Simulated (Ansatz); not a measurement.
BiTeI in space group P3m1 (No. 156; Bi on 1a, Te on 1c, I on 1b), plane-wave PAW LDA (Ansatz code). The conduction-band minimum lies at A, with 1 equivalent valley. Second derivatives d²E/dk² of the lowest band at one valley (eV·Å²), along Cartesian directions:

```csv
direction,d²E/dk²
[100],26.07
[010],26.07
[001],16.92
[110],26.07
[101],21.36
[011],21.25
```

Q: Find the principal effective masses, the density-of-states mass and the conductivity mass.

A: Off-diagonal terms follow from H_xy = H[110] − (H_xx + H_yy)/2, and m*/mₑ = 7.620 eV·Å² over each eigenvalue: 0.29, 0.29, 0.45. One valley's DOS mass (m₁m₂m₃)^(1/3) = 0.34, conductivity mass 3/(Σ 1/mᵢ) = 0.33 mₑ.

Q: What effective density of states Nc follows at 300 K for parabolic valleys?

A: Nc = 2.509e19 × 1 × (0.34)^(3/2) ≈ 5.0e18 cm⁻³.

The workflow started from a Materials Project entry (that database holds measured and hypothetical structures alike); the Crystallography Open Database files this formula in space group No. 156, but the cells were not matched. Whether it is the stable phase at ambient conditions was not checked. The cell was relaxed with LDA under the symmetry of its start; its stability against distortions is not shown here. A crystal of weakly bound layers computed without a dispersion correction: the cell and the soft elastic constants depend strongly on that. Scalar-relativistic: spin–orbit coupling is off unless named, which matters more the heavier the elements.

Potentials: the later of the program's two PAW sets.

Edges and masses are those of Kohn–Sham bands, whose gap is no quasiparticle gap.
